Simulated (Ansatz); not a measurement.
SrGa2Te4 in space group Cccm (No. 66; Sr on 4b, Ga on 8l, Te on 8l, Te on 8k), the program Ansatz at the r²SCAN level (PAW). The conduction-band minimum lies at Y, with 1 equivalent valley. Second derivatives d²E/dk² of the lowest band at one valley (eV·Å²), along Cartesian directions:

```tsv
direction	d²E/dk²
[100]	32.31
[010]	29.17
[001]	29.86
[110]	30.73
[101]	31.08
[011]	29.51
```

**Question.** Find the principal effective masses, the density-of-states mass and the conductivity mass.

**Answer.** Off-diagonal terms follow from H_xy = H[110] − (H_xx + H_yy)/2, and m*/mₑ = 7.620 eV·Å² over each eigenvalue: 0.24, 0.26, 0.26. One valley's DOS mass (m₁m₂m₃)^(1/3) = 0.25, conductivity mass 3/(Σ 1/mᵢ) = 0.25 mₑ.

**Question.** What effective density of states Nc follows at 300 K for parabolic valleys?

**Answer.** Nc = 2.509e19 × 1 × (0.25)^(3/2) ≈ 3.1e18 cm⁻³.

The first step of the workflow began from a Materials Project structure, measured or hypothetical; the Crystallography Open Database files this formula in space group No. 66, but the cells were not matched. Its standing as an ambient phase is unchecked. Symmetry was held in the r²SCAN relaxation; whether a distortion lowers the energy is not shown. Spin–orbit coupling is left out wherever it is not named.

Potentials: the later of the program's two PAW sets.

Edges and masses are those of Kohn–Sham bands, whose gap is no quasiparticle gap.
